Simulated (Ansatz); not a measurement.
KF:
```cif
data_FK
_chemical_formula_sum 'K1 F1'
_space_group_name_H-M_alt 'P 1'
_space_group_IT_number 1
_cell_length_a 3.75229
_cell_length_b 3.75229
_cell_length_c 3.75229
_cell_angle_alpha 60.000
_cell_angle_beta 60.000
_cell_angle_gamma 60.000
loop_
_space_group_symop_operation_xyz
  'x, y, z'
loop_
_atom_site_label
_atom_site_type_symbol
_atom_site_fract_x
_atom_site_fract_y
_atom_site_fract_z
_atom_site_occupancy
K1 K 0.00000 0.00000 0.00000 1
F1 F 0.50000 0.50000 0.50000 1
```

Relaxed with PBEsol.

Problem. Give the optical modes at the zone centre with their infrared activity from DFPT, plane-wave PAW PBEsol (Ansatz code).

Solution. Transverse frequencies, without the LO–TO term; a row sums one degenerate level.

| ω (cm⁻¹) | degeneracy | IR ((D/Å)²/amu) | activity | symmetry |
|---|---|---|---|---|
| 180 | 3 | 7.06 | IR | T1u |

Problem. How high does the top mode go among those that the LO–TO term moves?

Solution. 314 cm⁻¹ for q along x.

Space group Fm-3m (rock salt). Symmetry was held in the PBEsol relaxation; of distortions, only those at the zone centre were tested.

Potentials: the later of the program's two PAW sets.
